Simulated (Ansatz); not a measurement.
A geometry of Zr away from equilibrium: the start of the relaxation of a relaxed Zr cell displaced along its unstable phonon at q = (½, ½, 0) of its primitive reciprocal cell (110i cm⁻¹), largest move 0.15 Å. Level of theory: PBE (plane waves to 420 eV, PAW, scalar-relativistic; Ansatz, a program for electronic structure). Γ-centred k-mesh 11×11×11 on the run's cell (coarser than for final values), Fermi–Dirac smearing 0.05 eV.

```xyz
2
Lattice="5.8248 0.0000 0.0000 2.9124 2.9124 0.0000 0.0000 0.0000 2.9124" Properties=species:S:1:pos:R:3 pbc="T T T"
Zr     0.0000     0.0000     0.1500
Zr     2.9124     0.0000    -0.1500
```

**Question.** Give the Cartesian forces on all atoms (eV/Å).

**Answer.** 
| atom | Fx | Fy | Fz |
|---|---|---|---|
| Zr1 | 0.00 | 0.00 | 0.59 |
| Zr2 | 0.00 | 0.00 | -0.59 |

**Question.** What is the pressure?

**Answer.** -0.4 GPa, compression positive.

No spin polarisation in the result.

The run could not lose the symmetry of its start: the end is stationary, and may be a saddle point rather than a minimum.

The end of the path is a generated cell of Zr: the first start was made by placing the elements on the sites of a structure type, and the end was not matched to a known phase here, so it may be hypothetical. Known forms of Zr include space group No. 194.
